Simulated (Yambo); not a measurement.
A free-standing MoS₂ monolayer (symmetry P-6m2, slab cell 16.1 Å high), G0W0@PBEsol in Yambo with this input:

```
rim_cut
gw0
dyson
el_el_corr
HF_and_locXC
ppa
em1d
rim_w
RandQpts= 1000000
RandGvec= 2 Ry
CUTGeo= "slab z"
EXXRLvcs= 80 Ry
VXCRLvcs= 320 Ry
Chimod= "HARTREE"
% BndsRnXp
 2 | 131 |
%
NGsBlkXp= 8 Ry
% LongDrXp
 1.0 | 1.0 | 0.0 |
%
RandGvecW= 1000 mRy
PPAPntXp= 27.2114 eV
% GbndRnge
 1 | 131 |
%
GTermKind= "BG"
DysSolver= "n"
ExtendOut
```

On a 6×6×1 mesh, with wavefunctions cut at 80 Ry, the gap (K → K) is 2.625 eV and the valence edge shifts by -0.135 eV.

Question: What happens with this change: no terminator?

Answer: The gap rises by 0.047 eV, to 2.672 eV; the shift of the valence edge becomes 0.105 eV. Neither run is shown to be the converged limit.

Spin-orbit coupling is not included.

Geometry relaxed with PBEsol; primitive cell a = 3.141 Å, b = 3.141 Å, c = 16.100 Å, α = 90.00°, β = 90.00°, γ = 120.00°.

A shift is the quasiparticle energy of the state minus its PBEsol energy.
